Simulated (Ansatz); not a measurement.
**Ta (Im-3m): electronic heat capacity and spin susceptibility from the density of states**

The calculation used DFT r2SCAN, scalar-relativistic, plane waves, PAW in Ansatz.

Cutoff 500 eV; k points 18×18×18 on the computed 1-atom cell (Γ-centred); Gaussian smearing, width 0.10 eV; no spin polarisation.

Relaxed cell: Im-3m, a = 3.305 Å, b = 3.305 Å, c = 3.305 Å, α = 90.00°, β = 90.00°, γ = 90.00°, 1 atom in the primitive cell.

The density of states at the Fermi level is 1.226 states/eV in the cell of 1 atom (1 formula unit; both spins, tetrahedra on a 27×27×27 mesh).

What Sommerfeld coefficient and Pauli susceptibility does this give?

Per formula unit N(E_F) = 1.226 states/eV. γ = (π²/3) k_B² N(E_F) N_A = 2.357 mJ/(mol K²) per state/eV, so γ = 2.9 mJ/(mol K²), a mole of formula units. χ_P = μ_B² N(E_F) N_A = 3.23×10⁻⁵ emu/mol per state/eV gives 4.0×10⁻⁵ emu/mol. This is the bare band result: a measured γ of the same phase is as a rule larger by a factor 1 + λ from phonons and spin fluctuations, the spin part of χ is larger by the Stoner factor, and a measured χ also holds orbital and core terms. N(E_F) at one energy is sensitive to the mesh where the density of states has sharp peaks.

Spin-orbit coupling is left out, which matters for the bands of heavy elements.